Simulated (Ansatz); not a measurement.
P (space group Cmce)

```
P
1.0
    1.65499    -5.08255     0.00000
    1.65499     5.08255     0.00000
    0.00000     0.00000     4.12372
P
4
Direct
  0.89349   0.10651   0.42917
  0.10651   0.89349   0.57083
  0.60651   0.39349   0.92917
  0.39349   0.60651   0.07083
```

The atoms are displaced by Q × the pattern below (from a DFPT mode at Γ, largest move 1; Q in Å), at fixed cell.

```json
[
 {"atom": "P1", "x": "0.000", "y": "-1.000", "z": "0.000"},
 {"atom": "P2", "x": "0.000", "y": "-1.000", "z": "0.000"},
 {"atom": "P3", "x": "0.000", "y": "1.000", "z": "0.000"},
 {"atom": "P4", "x": "0.000", "y": "1.000", "z": "0.000"}
]
```

The numbers are results of LDA (plane waves to 420 eV, PAW, scalar-relativistic; Ansatz, a program for electronic structure), not measurements. k mesh 15×15×11 (Γ-centred), Fermi-Dirac smearing 0.05 eV. Energies are smeared free energies. With partly filled bands, energies and forces of such displacements shift with the k mesh and the smearing. P was relaxed with its symmetry unable to fall. The relaxed volume of P is well below the measured one. ΔE is measured from the undisplaced structure.

```
Q (Å)   −dE/dQ from forces (eV/Å)  ΔE (meV/cell)
------  -------------------------  -------------
-0.100                          ?           29.2
-0.083                      0.550           18.5
-0.067                      0.386           10.7
-0.050                          ?            5.5
-0.033                      0.144              ?
-0.017                      0.064            0.5
0.000                       0.000            0.0
0.017                      -0.064            0.5
0.033                      -0.144              ?
0.050                           ?            5.5
0.067                      -0.386           10.7
0.083                      -0.550           18.5
0.100                           ?           29.2
```

**Question.** Complete the blanks.

**Answer.** 
- -0.100, −dE/dQ from forces (eV/Å): 0.743
- -0.050, −dE/dQ from forces (eV/Å): 0.250
- -0.033, ΔE (meV/cell): 2.2
- 0.033, ΔE (meV/cell): 2.2
- 0.050, −dE/dQ from forces (eV/Å): -0.250
- 0.100, −dE/dQ from forces (eV/Å): -0.743

(For displaced atoms, the force is minus the slope of the energy, and its curvature is a force constant, which sets phonon frequencies.)
